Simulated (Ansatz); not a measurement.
Sn4Pt (space group Ccce)

```xyz
10
Lattice="3.2122 -5.7032 0.0000 3.2122 5.7032 0.0000 0.0000 0.0000 6.4089" Properties=species:S:1:pos:R:3 pbc="T T T"
Sn     5.3577    -1.4388     1.0681
Sn     1.0666     1.4388     1.0681
Sn     5.3577     1.4388     5.3408
Sn     1.0666    -1.4388     5.3408
Sn     4.2788     1.4388     2.1363
Sn     2.1456    -1.4388     2.1363
Sn     4.2788    -1.4388     4.2726
Sn     2.1456     1.4388     4.2726
Pt     3.2122     0.0000     0.0000
Pt     0.0000     0.0000     3.2045
```

The slice is a (130) plane (indices of the conventional cell) through the point (0.000, 0.000, 0.500) (fractional), spanned by u = [001] and v = [210] in vectors of this cell: u (6.41 Å) and v (11.20 Å, at 90° to u). It covers one period; positions are fractions (u, v).

Calculation: PBEsol (plane waves to 420 eV, PAW, scalar-relativistic; Ansatz, a program for electronic structure). k mesh 9×9×8. These are valence fields of a PAW run, semicore shells included where kept as valence: close to a nucleus they are smooth pseudo fields. Sn4Pt is run without spin polarisation. Sn4Pt was relaxed with its symmetry unable to fall. Spin-orbit coupling is left out, though Pt is heavy.

Q: Sketch the valence electron density on this plane as a map.

A: 
```tsv
v \ u	0.00	0.14	0.29	0.43	0.57	0.71	0.86
0.88	-0.5	-0.6	0.1	-0.2	-0.9	-0.8	-0.5
0.75	-0.4	-1.0	-0.7	-0.7	-0.8	0.1	1.0
0.62	-0.8	-0.3	-0.6	-1.2	-1.2	-1.0	-1.0
0.50	-1.1	-0.6	-0.8	-1.2	-0.8	-0.6	-1.1
0.38	-0.8	-0.3	-0.6	-1.2	-1.2	-1.0	-1.0
0.25	-0.4	-1.0	-0.7	-0.7	-0.8	0.1	1.0
0.12	-0.5	-0.6	0.1	-0.2	-0.9	-0.8	-0.5
0.00	1.1	0.1	-0.8	-1.0	-1.0	-0.8	0.1
```

Values: log₁₀ of the valence density in e/Å³. The scale is logarithmic, as a density can span decades between atoms and voids.
